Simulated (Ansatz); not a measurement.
BeS:
```xyz
4
Lattice="3.3006 0.0000 0.0000 -1.6503 2.8584 0.0000 0.0000 0.0000 5.2470" Properties=species:S:1:pos:R:3 pbc="T T T"
Be     0.0000     0.0000     0.0000
Be     0.0000     0.0000     2.6235
S      0.0000     1.9056     1.3118
S      1.6503     0.9528     3.9353
```

Relaxed with PBE. Special points in fractions of this cell's reciprocal vectors: Γ (0.000, 0.000, 0.000); M (0.500, 0.000, 0.000); K (0.333, 0.333, 0.000); A (0.000, 0.000, 0.500); L (0.500, 0.000, 0.500); H (0.333, 0.333, 0.500).

### Question
List the band energies nearest the valence-band maximum at these points for PBE in the plane-wave PAW code Ansatz.

### Answer
In eV from the valence-band maximum; about four levels below and three above (degenerate sets whole), none deeper than 8.9 eV; points with the same levels are listed once.

```json
[
 {"k": "Γ", "below": "-0.82 -0.82 -0.78 -0.78 0.00", "above": "3.42 4.77 5.73 5.73"},
 {"k": "M", "below": "-4.94 -3.46 -2.69 -0.64", "above": "3.09 3.80 3.88"},
 {"k": "K", "below": "-4.38 -4.38 -3.73 -3.73", "above": "1.44 7.52 7.52"},
 {"k": "A", "below": "-0.72 -0.72 -0.72 -0.72", "above": "4.29 4.29 5.15 5.15 5.15 5.15"},
 {"k": "L", "below": "-2.44 -2.44 -2.26 -2.26", "above": "3.12 3.12 4.42 4.42"},
 {"k": "H", "below": "-6.05 -6.05 -0.74 -0.74", "above": "3.87 3.87 4.52 4.52"}
]
```

Space group P6_3/mmc (NiAs type). A made-up cell: these elements were put on the sites of a structure type; neither database checked (COD, Materials Project) lists it. COD files the formula under space group No. 216, so this cell is another polymorph or a model. Whether it is the stable phase at ambient conditions was not checked. The PBE relaxation kept the symmetry of its start. At this level the phase is dynamically unstable (imaginary phonons).

Potentials: the later of the program's two PAW sets.
